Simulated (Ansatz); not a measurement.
Relaxation of a randomly generated symmetric cell of Au (space group No. 189); 3 atoms in the cell, which starts as P-62m (No. 189), hP3; a = b = 3.972 Å, c = 3.844 Å, α = β = 90.00°, γ = 120.00°. Calculation: PBE (plane waves to 420 eV, PAW, scalar-relativistic; Ansatz, an electronic-structure program). Γ-centred k-mesh 9×9×9 on the run's cell (coarser than for final values), Fermi–Dirac smearing 0.05 eV. This is the first round of the run. 

The optimiser's lines from the output (shortened; P is positive under compression):

```
relax step   1: F+E_penalty+E_count = -39441.78368398 eV  Δ(F+E_penalty+E_count) = +0.000e0 eV  max|allowed force component| = 1.042e1 eV/Å  Δτ_max = 0.0000 Å  P = +159.291 GPa  Ω = 52.506 Å³  (8 SCF iters, dr2 threshold 1.00e-7 eV, accepted)
relax step   2: F+E_penalty+E_count = -39448.32151311 eV  Δ(F+E_penalty+E_count) = -6.538e0 eV  max|allowed force component| = 9.062e-1 eV/Å  Δτ_max = 0.0564 Å  P = +80.020 GPa  Ω = 57.808 Å³  (6 SCF iters, dr2 threshold 3.00e-7 eV, accepted)
relax step   3: F+E_penalty+E_count = -39451.30705627 eV  Δ(F+E_penalty+E_count) = -2.986e0 eV  max|allowed force component| = 5.597e-1 eV/Å  Δτ_max = 0.0004 Å  P = +37.373 GPa  Ω = 62.791 Å³  (5 SCF iters, dr2 threshold 3.00e-7 eV, accepted)
relax step   4: F+E_penalty+E_count = -39452.62554673 eV  Δ(F+E_penalty+E_count) = -1.318e0 eV  max|allowed force component| = 2.571e-1 eV/Å  Δτ_max = 0.0023 Å  P = +12.413 GPa  Ω = 66.868 Å³  (6 SCF iters, dr2 threshold 3.00e-7 eV, accepted)
relax step   5: F+E_penalty+E_count = -39452.91643066 eV  Δ(F+E_penalty+E_count) = -2.909e-1 eV  max|allowed force component| = 1.269e-1 eV/Å  Δτ_max = 0.0025 Å  P = +3.914 GPa  Ω = 66.507 Å³  (5 SCF iters, dr2 threshold 3.00e-7 eV, accepted)
relax step   6: F+E_penalty+E_count = -39453.01577480 eV  Δ(F+E_penalty+E_count) = -9.934e-2 eV  max|allowed force component| = 5.810e-2 eV/Å  Δτ_max = 0.0023 Å  P = +0.206 GPa  Ω = 64.546 Å³  (6 SCF iters, dr2 threshold 3.00e-7 eV, accepted)
relax step   7: F+E_penalty+E_count = -39453.10288028 eV  Δ(F+E_penalty+E_count) = -8.711e-2 eV  max|allowed force component| = 1.248e-2 eV/Å  Δτ_max = 0.0020 Å  P = -0.915 GPa  Ω = 61.692 Å³  (6 SCF iters, dr2 threshold 3.00e-7 eV, accepted)
relax step   8: F+E_penalty+E_count = -39453.21581399 eV  Δ(F+E_penalty+E_count) = -1.129e-1 eV  max|allowed force component| = 1.971e-2 eV/Å  Δτ_max = 0.0016 Å  P = -1.061 GPa  Ω = 58.792 Å³  (6 SCF iters, dr2 threshold 3.00e-7 eV, accepted)
relax step   9: F+E_penalty+E_count = -39453.25767843 eV  Δ(F+E_penalty+E_count) = -4.186e-2 eV  max|allowed force component| = 4.294e-2 eV/Å  Δτ_max = 0.0014 Å  P = +1.860 GPa  Ω = 55.771 Å³  (6 SCF iters, dr2 threshold 3.00e-7 eV, accepted)
relax step  10: F+E_penalty+E_count = -39453.26641597 eV  Δ(F+E_penalty+E_count) = -8.738e-3 eV  max|allowed force component| = 6.005e-3 eV/Å  Δτ_max = 0.0027 Å  P = -1.135 GPa  Ω = 57.100 Å³  (5 SCF iters, dr2 threshold 3.00e-7 eV, accepted)
relax step  11: F+E_penalty+E_count = -39453.26803325 eV  Δ(F+E_penalty+E_count) = -1.617e-3 eV  max|allowed force component| = 3.318e-4 eV/Å  Δτ_max = 0.0004 Å  P = +0.116 GPa  Ω = 56.680 Å³  (4 SCF iters, dr2 threshold 3.00e-7 eV, accepted)
relax step  12: F+E_penalty+E_count = -39453.26803967 eV  Δ(F+E_penalty+E_count) = -6.426e-6 eV  max|allowed force component| = 7.056e-5 eV/Å  Δτ_max = 0.0000 Å  P = +0.003 GPa  Ω = 56.703 Å³  (3 SCF iters, dr2 threshold 8.02e-8 eV, accepted)
relax step  13: F+E_penalty+E_count = -39453.38114868 eV  Δ(F+E_penalty+E_count) = -1.131e-1 eV  max|allowed force component| = 6.633e-5 eV/Å  Δτ_max = 0.0000 Å  P = +3.583 GPa  Ω = 56.703 Å³  stress off target by 5.37e0 GPa  SCF on the basis re-selected at this cell (its energy is not comparable with the rows above)  (8 SCF iters)
relax step  14: F+E_penalty+E_count = -39453.40587623 eV  Δ(F+E_penalty+E_count) = -2.473e-2 eV  max|allowed force component| = 1.522e-4 eV/Å  Δτ_max = 0.0000 Å  P = +0.986 GPa  Ω = 57.603 Å³  (5 SCF iters, dr2 threshold 3.00e-7 eV, accepted)
relax step  15: F+E_penalty+E_count = -39453.40765019 eV  Δ(F+E_penalty+E_count) = -1.774e-3 eV  max|allowed force component| = 9.294e-5 eV/Å  Δτ_max = 0.0000 Å  P = -0.108 GPa  Ω = 58.063 Å³  (4 SCF iters, dr2 threshold 3.00e-7 eV, accepted)
relax step  16: F+E_penalty+E_count = -39453.40769146 eV  Δ(F+E_penalty+E_count) = -4.127e-5 eV  max|allowed force component| = 5.863e-6 eV/Å  Δτ_max = 0.0000 Å  P = +0.003 GPa  Ω = 58.014 Å³  (3 SCF iters, dr2 threshold 5.48e-8 eV, accepted)
relax step  17: F+E_penalty+E_count = -39453.40816529 eV  Δ(F+E_penalty+E_count) = -4.738e-4 eV  max|allowed force component| = 6.011e-6 eV/Å  Δτ_max = 0.0000 Å  P = -0.003 GPa  Ω = 58.014 Å³  stress off target by 3.45e-3 GPa  SCF on the basis re-selected at this cell (its energy is not comparable with the rows above)  (6 SCF iters)
```

From the first to the last row the energy changes by -3.87 eV/atom and the volume by +10.5 %. The last row is marked as not comparable with the walk above it, whose basis was carried along; it does compare with step 1, since both stand on a basis selected at the nominal cutoff for their own cell.

Energy and pressure jump between steps 12 and 13 at one geometry, where the plane-wave basis was selected anew. While the cell walks, the set of plane waves is carried along, so its effective cutoff drifts with the strain; re-selecting it at 420 eV moved the energy by -0.038 eV/atom and the pressure by 3.6 GPa. Only step 1 and rows on a re-selected basis compare with each other.

Later rounds, restarted from the end of this one on a renewed k-mesh, logged 9 more steps and released under 0.01 eV/atom more. The final structure after all rounds: P6/mmm (No. 191), hP1, AFLOW prototype A_hP1_191_a (A_f, as in Sn); a = 2.8213 Å, b = 2.8213 Å, c = 2.8064 Å, α = 90.00°, β = 90.00°, γ = 120.00°. Between re-selections the logged energies stand on a plane-wave basis carried along with the cell. No spin polarisation in the result.

The run could not lose the symmetry of its start: the end is stationary, and may be a saddle point rather than a minimum.

The relaxed structure here is a generated cell of Au: the first start was made by a random draw of sites in a space group, and the end was not matched to a known phase here, so it may be hypothetical. Known forms of Au include space group No. 225.
